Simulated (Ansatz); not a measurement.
The relaxed structure here is a generated cell of Bi: the first start was made by placing the elements on the sites of a structure type, and the end was not matched to a known phase here, so it may be hypothetical. Known forms of Bi include space group No. 166.

A relaxed cell of Bi (P6₃/mmc (No. 194)), relaxed on a k-mesh at least as fine as the one used below. Calculation: PBEsol (plane waves to 420 eV, PAW, scalar-relativistic; Ansatz, a first-principles code). Γ-centred k-mesh 7×7×5 on the run's cell (coarser than for final values), Fermi–Dirac smearing 0.05 eV.

```yaml
crystal:
  lattice:
    - [5.33057, 0.00000, 0.00000]
    - [-2.66529, 4.61641, 0.00000]
    - [0.00000, 0.00000, 6.30084]
  atoms:
    - { symbol: Bi, position: [0.00000, 0.00000, 0.75000] }
    - { symbol: Bi, position: [0.00000, 0.00000, 0.25000] }
    - { symbol: Bi, position: [0.33333, 0.66667, 0.75000] }
    - { symbol: Bi, position: [0.66667, 0.33333, 0.25000] }
```

The atoms are displaced along an unstable phonon of this cell by (Å):

```tsv
atom	ux	uy	uz
Bi1	0.000	0.000	0.022
Bi2	0.000	0.000	-0.022
Bi3	0.000	0.000	-0.150
Bi4	0.000	0.000	0.150
```

Problem. What forces (eV/Å) and pressure result?

Solution. 
| atom | Fx | Fy | Fz |
|---|---|---|---|
| Bi1 | 0.00 | 0.00 | 0.08 |
| Bi2 | 0.00 | 0.00 | -0.08 |
| Bi3 | 0.00 | 0.00 | -0.30 |
| Bi4 | 0.00 | 0.00 | 0.30 |

Pressure -0.1 GPa.

The undisplaced cell is probably no minimum: from this displacement the run went on to P-3m1 (No. 164), 0.27 eV/atom below it.

No spin polarisation in the result.
